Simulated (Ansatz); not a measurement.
YCo (Cmcm): field of 300 T on the spins

The calculation used DFT, PBEsol, all-electron LAPW, scalar-relativistic in Ansatz 0.2.0.

Command: `ansatz run input.yaml --threads 2 --pin off --max-ram 6144MiB --backend cpu --events-out ev --progress --plain --runs-dir out`

```yaml
crystal:
  lattice:
    - [2.067491779, -5.2151665575, 0.0]
    - [2.067491779, 5.2151665575, 0.0]
    - [0.0, 0.0, 3.84650815]
  atoms:
    - { symbol: "Y", position: [0.14277756, 0.85722244, 0.75] }
    - { symbol: "Y", position: [0.85722244, 0.14277756, 0.25] }
    - { symbol: Co, position: [0.44679314, 0.55320686, 0.75], spin: 0.6 }
    - { symbol: Co, position: [0.55320686, 0.44679314, 0.25], spin: 0.6 }
magnetization:
  spin_polarized: true
  magnetic_field: 300
kpoints:
  mp_grid: { grid: [9, 9, 9] }
scf:
  occupations: { method: fermi_dirac, width: 0.03 }
  convergence: { dr2_threshold: 1.0e-10 }
  lower_state_search: "off"
hamiltonian:
  xc: pbesol
  pseudopotentials: { kind: all_electron, lapw: { basis_error: 0.001 } }
output:
  forces: true
  stress: true
  eigenvalues: false
```

Output:

```
settings of this run that can trade accuracy for cost: output.eigenvalues: false. Do not mix this run's numbers with those of runs without the same settings; the input reference describes each key
LAPW: plane waves up to 10.262 Å⁻¹, error target 1.0e-3 eV per atom; small_component_spin mean_spin; Co in spheres of 1.110 Å, 17 of its electrons in bands, Dirac shells []; Y in spheres of 1.110 Å, 29 of its electrons in bands, Dirac shells [] (how accurate: hamiltonian.pseudopotentials.lapw.basis_error, Limitations)
Engine: ansatz 0.2.0
Pseudopotentials: kind: all_electron
Pseudopotential: Y, LAPW, valence charge 29, lapw/all_electron/scalar/gaussian/Y, Koelling and Harmon's equation, gaussian nucleus
Pseudopotential: Co, LAPW, valence charge 17, lapw/all_electron/scalar/gaussian/Co, Koelling and Harmon's equation, gaussian nucleus
Functional definition: PBEsol
  exchange = pbesol_x
  correlation = pbesol_c
Crystal: 4 atoms, lattice volume = 82.949 Å³
Basis set: ecut = 401.20326382956375 eV, 1523 PW (Γ), FFT grids on a1+a2, a2, a3, exchange–correlation at level 2
Bands: 56, of which v1, the nominal top of the filled ones, is band 46 counted from 1 (45 counted from 0)
Symmetry: 8 space group operations
Space group: Cmcm (ITA 63), of the structure as read, at distance tolerance 4.4e-5 Å
Magnetic group: BNS 63.457 (UNI 555), of the structure as read, at distance tolerance 4.4e-5 Å
k-points: 125 of 729
Non-local potential: Y, projectors of the file, none
Non-local potential: Co, projectors of the file, none
Initial density: superposition of atomic densities (chi_scale 0.1, normalization cell)
Starting moments: Σ|m| = 1.2 μB on 2 of 4 sites
Magnetic field: 300 T along the axis of the moments, on the spin alone (17.3651 meV per μB along it)
Initial wavefunctions: plane waves of lowest kinetic energy (no species holds an atomic orbital)
Functional: x = pbesol(κ = 0.804, μ = 0.12345679012345678), c = pbesol(β = 0.046)
iter 1 solved again at ethr=3.60e-2 eV; its pass at ethr=1.00e-1 eV (dr2=3.31e1 eV) is discarded
SCF iter   1: F=—  HF=-259906.164396 eV  |F-HF|=—  |Δ(HF+E_count)|=         —  Δρ=6.76e-2 (↑4.36e-2 ↓6.76e-2)  dr2=3.31e1  dr2_m=1.46e-1  M=0.157 μB ∫|m|=0.374 μB  β_m=0.30  ethr=3.60e-2  ⟨swp⟩=2.0  Hψ=85114  notcnv=0
preconditioner: auto → Kerker (q_TF=auto, 2.776 Å⁻¹)  [metal: Δε(μ)=0.016 eV  Ē_g=11.907 eV  σ=0.030 eV  W_gap=0.13  n_scr=26 (ndim 8)  ℏωp=24.5 eV  f_vac=0.000  D(μ)=1.22/eV (n_scr^D=2)]
spin=Collinear: Kerker preconditioning applied to the charge; magnetization (m = ρ↑ − ρ↓) channel mixes plain (no charge-response kernel on spin).
[...]
the basis was enlarged: its passes take 1.1 MiB over the memory plan, 2 of 2 planned eigensolver slots
[...]
the basis was enlarged: its passes take 1.4 MiB over the memory plan, 2 of 2 planned eigensolver slots
[...]
SCF iter  38: F=—  HF=-259900.988362 eV  |F-HF|=—  |Δ(HF+E_count)|=   4.92e-9  Δρ=3.62e-6 (↑2.41e-6 ↓3.62e-6)  dr2=7.97e-8  dr2_m=3.13e-10  M=0.852 μB ∫|m|=1.899 μB  β_m=0.70  ethr=1.35e-11 (applied; sched 1.00e-12)  ⟨swp⟩=2.8  Hψ=41248  notcnv=0
SCF iter  39: F=—  HF=-259900.988362 eV  |F-HF|=—  |Δ(HF+E_count)|=   7.60e-9  Δρ=1.72e-6 (↑1.13e-6 ↓1.72e-6)  dr2=1.79e-8  dr2_m=7.48e-11  M=0.852 μB ∫|m|=1.899 μB  β_m=0.56  ethr=1.24e-11 (applied; sched 1.00e-12)  ⟨swp⟩=2.0  Hψ=39638  notcnv=0
SCF iter  40: F=—  HF=-259900.988362 eV  |F-HF|=—  |Δ(HF+E_count)|=   1.78e-9  Δρ=4.32e-7 (↑3.53e-7 ↓4.32e-7)  dr2=1.43e-9  dr2_m=3.03e-12  M=0.852 μB ∫|m|=1.899 μB  β_m=0.52  ethr=1.24e-11 (applied; sched 1.00e-12)  ⟨swp⟩=2.0  Hψ=39638  notcnv=0
SCF iter  41: F=-259900.988362 eV  HF=-259900.988362 eV  |F-HF|=0.00e0  |Δ(HF+E_count)|=  5.53e-10  Δρ=9.41e-8 (↑8.92e-8 ↓9.41e-8)  dr2=7.39e-11  dr2_m=2.80e-13  M=0.852 μB ∫|m|=1.899 μB  ethr=1.24e-11 (applied; sched 1.00e-12)  ⟨swp⟩=2.0  Hψ=39638  notcnv=0
SCF 1 converged in 41 iterations: F = -259900.988362 eV  dr2 = 7.39e-11
SCF converged after 41 iterations
Magnetization: 0.8517 μB (46.4259 up, 45.5741 down)
Absolute magnetization: 1.8992 μB (∫|ρ↑−ρ↓|)
Spin contamination: 0.1556 ħ² per cell (⟨S²⟩ above its minimum at these occupations)
Per-site moments (μB) at R_I (Å): [(-0.059770919998154426, 1.1102760817205446), (-0.059770919998154426, 1.1102760817205446), (0.6831549942677597, 1.1102760817205446), (0.6831549942677597, 1.1102760817205446)]
Free energy (F): -259900.988362 eV
Harris-Foulkes:  -259900.988362 eV  (|F-HF|=0.00e0)
Internal energy: -259900.976423 eV  (E = F + TS)
E sigma→0 (E₀):  -259900.982393 eV
Entropy (-TS):   -0.011939 eV (-2.985 meV/atom)
Fermi energy:    13.358136 eV
--- Per-component energies (eV) ---
  E_band       = -8044.505035
  E_kinetic    = 266753.985803
  E_xc         = -9041.581816
  E_zeeman     = -0.014790  (= −μ_B·B·M)
  E_electrostatic = -517613.365620  (all electrons and nuclei)
  E_smearing   = -0.011939  (= −TS)
  E_closure    = 0.000000  (closes the sum)
  E_atoms      = -259872.439679  (free atoms, spherical and without spin; not in F)
  Σ components = -259900.988362   (vs F -259900.988362, Δ=0.00e0)
  Basis errors (estimates in eV, not in F): energy 3.0e-4 per atom: plane waves 2.6e-4 (1.5e-4 summed), levels above the bands 1.8e-64, relativity 3.7e-8, radial functions 3.8e-5, core shells 3.3e-8; eigenvalues (radial functions only) 7.9e-7; not estimated: angular momenta, meshes, grids; target (lapw.basis_error) 1.0e-3; muffin-tin radii Co 1.110 Å, Y 1.110 Å
--- Forces (eV/Å), atoms counted from 1 ---
  atom   1  Y      0.00000000     0.06283510     0.00000000
  atom   2  Y     -0.00000000    -0.06283510     0.00000000
  atom   3  Co     0.00000000    -0.13888562     0.00000000
  atom   4  Co    -0.00000000     0.13888562     0.00000000
  max |Σ_I F_I| component: 3.47e-18 eV/Å
--- Stress (GPa, compression-positive) ---
       -5.175475       0.000000       0.000000
        0.000000      -4.902370      -0.000000
        0.000000      -0.000000      -3.702451
  P = ⅓ Tr σ = -4.5934 GPa (-45.934 kbar)
settings of this run that can trade accuracy for cost: output.eigenvalues: false. Do not mix this run's numbers with those of runs without the same settings; the input reference describes each key
```

Site moments (μB): Y1 -0.06, Y2 -0.06, Co3 0.68, Co4 0.68. Cell moment 0.85 μB.

The magnetic group in the log treats spin as a scalar label, without spin–orbit coupling.

The Ansatz runs typed with the search for lower states off end where their start leads. None of this fixes the real material's magnetic order: only patterns that fit the cell were computed, without spin fluctuations and on one mesh and smearing, with a functional that can overstate moments.

It took 12 min on 2 threads of Arm Neoverse V2, with other jobs on the host, peak memory 2.1 GiB.
